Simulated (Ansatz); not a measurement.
Relaxed Zn (hcp, Mg type):

```yaml
crystal:
  lattice:
    - [5.24440, 0.00000, 0.00000]
    - [-1.31110, 2.27089, 0.00000]
    - [0.00000, 0.00000, 5.19319]
  atoms:
    - { symbol: Zn, position: [0.16667, 0.66667, 0.75000] }
    - { symbol: Zn, position: [0.66667, 0.66667, 0.75000] }
    - { symbol: Zn, position: [0.33333, 0.33333, 0.25000] }
    - { symbol: Zn, position: [0.83333, 0.33333, 0.25000] }
```

A phonon eigenvector at M = (0.5, 0.0, 0.0) is frozen into this cell: atom i moves by Q times the vector below, so Q is the largest atomic displacement, in Å. The cell is held. (q is in reciprocal vectors of the primitive cell; the cell shown is doubled to hold the pattern.)

| atom | x | y | z |
|---|---|---|---|
| Zn1 | 0.866 | 0.500 | 0.000 |
| Zn2 | -0.866 | -0.500 | 0.000 |
| Zn3 | 0.866 | 0.500 | 0.000 |
| Zn4 | -0.866 | -0.500 | 0.000 |

The numbers are results of PBE (plane waves to 420 eV, PAW, scalar-relativistic; Ansatz, a first-principles code), not measurements. k mesh 10×20×9 (Γ-centred), Fermi-Dirac smearing 0.05 eV. Energies are smeared free energies. With partly filled bands, energies and forces of such displacements shift with the k mesh and the smearing. The PAW data are Ansatz's earlier set. Zn was relaxed with its symmetry unable to fall. ΔE is measured from the undisplaced structure.

```tsv
Q (Å)	ΔE (meV/cell)
-0.280	2318
-0.187	911
-0.093	211
0.000	0
0.093	211
0.187	911
0.280	2318
```

Which DFPT wavenumber at M = (0.5, 0.0, 0.0) belongs to this mode?
A) 222 cm⁻¹
B) 122 cm⁻¹
C) 47 cm⁻¹

A, 222 cm⁻¹. The curvature of the scan gives 221 cm⁻¹

(For displaced atoms, the force is minus the slope of the energy, and its curvature is a force constant, which sets phonon frequencies.)
